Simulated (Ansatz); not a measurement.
Input:

P:
```
CELL_PARAMETERS angstrom
      0.00000     2.69058     2.69058
      2.69058     0.00000     2.69058
      2.69058     2.69058     0.00000
ATOMIC_POSITIONS crystal
  P  0.00000 0.00000 0.00000
  P  0.25000 0.25000 0.25000
```

This is the PBEsol-relaxed structure.

Q: All from DFT-PBEsol in the program Ansatz with PAW potentials, unless another level is named. Predict the electronic character.

A: metallic (no gap).

Q: Give the density of states at the Fermi level.

A: 0.54 states/eV per atom (mean over ±0.08 eV).

Space group Fd-3m (diamond). The start of the workflow was typed in or built on a structure type; neither database checked (COD, Materials Project) lists it. It is not the phase usual at ambient conditions (space group No. 64). Symmetry was held in the PBEsol relaxation. At this level the phase is mechanically unstable.

Potentials: the earlier of the program's two PAW sets. The files were generated under PBE; for other functionals the program regenerates the frozen cores, and for LDA and PBEsol the local potential too.
